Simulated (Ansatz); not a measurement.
## GaCo: stable or not

It was relaxed at this level from a cell as deposited in COD.

The calculation used DFT PBE, scalar-relativistic, plane waves, PAW in Ansatz 0.2.0. The final run on the 2-atom cell used 420 eV, a Γ-centred 20×20×20 mesh, 0.10 eV smearing and collinear spin.

```cif
data_structure
_symmetry_space_group_name_H-M 'P 1'
_symmetry_Int_Tables_number 1
_cell_length_a 2.8816
_cell_length_b 2.8816
_cell_length_c 2.8816
_cell_angle_alpha 90.000
_cell_angle_beta 90.000
_cell_angle_gamma 90.000
_cell_volume 23.93
loop_
_atom_site_label
_atom_site_type_symbol
_atom_site_fract_x
_atom_site_fract_y
_atom_site_fract_z
_atom_site_occupancy
Ga1 Ga 0.50000 0.50000 0.50000 1
Co1 Co 0.00000 0.00000 0.00000 1
```

The zero of energy is the elements' standard structures at the same level; no fitted shifts are applied.

Question: These tests were run: energy against the elements; phonons at Γ; elastic tensor. What do they show?

Answer:

```csv
test,result
energy against the elements,−0.25 eV/atom
phonons at Γ,lowest optical mode 227 cm⁻¹
elastic tensor,least eigenvalue 57 GPa
```

It fails none of these tests. Competing phases weren't compared here. Phonons away from Γ weren't computed.

Another magnetic order may lie lower. The run for the phonons used a 20×20×20 k mesh and Gaussian smearing of 0.20 eV. The run for the elastic tensor used a 20×20×20 k mesh and Gaussian smearing of 0.20 eV.
